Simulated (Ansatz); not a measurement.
NaPt$_{2}$ (cubic Laves (MgCu2 type), space group No. 227) under volume change, r²SCAN (plane waves, PAW; program Ansatz), scaled uniformly.

```csv
V (Å³/atom),E − E(relaxed) (meV/atom),P (GPa)
16.044,74.9,16.64
16.573,31.2,10.04
17.102,7.3,4.56
17.631,0.0,0.01
18.160,6.4,-3.77
18.688,24.2,-6.90
19.217,51.4,-9.49
```

### Question
What does a third-order Birch–Murnaghan fit give for V₀, B₀ and B′?

### Answer
V₀ = 17.63 Å³/atom, B₀ = 138 GPa, B′ = 5.2.

Space group Fd-3m (cubic Laves (MgCu2 type)). The workflow started from an entry of the Crystallography Open Database (COD). Its standing as an ambient phase is unchecked. Symmetry was held in the r²SCAN relaxation; its stability against distortions is not shown here. The run is not spin-polarised. Scalar-relativistic: spin–orbit coupling is off unless named, which matters more the heavier the elements.

Potentials: the later of the program's two PAW sets.
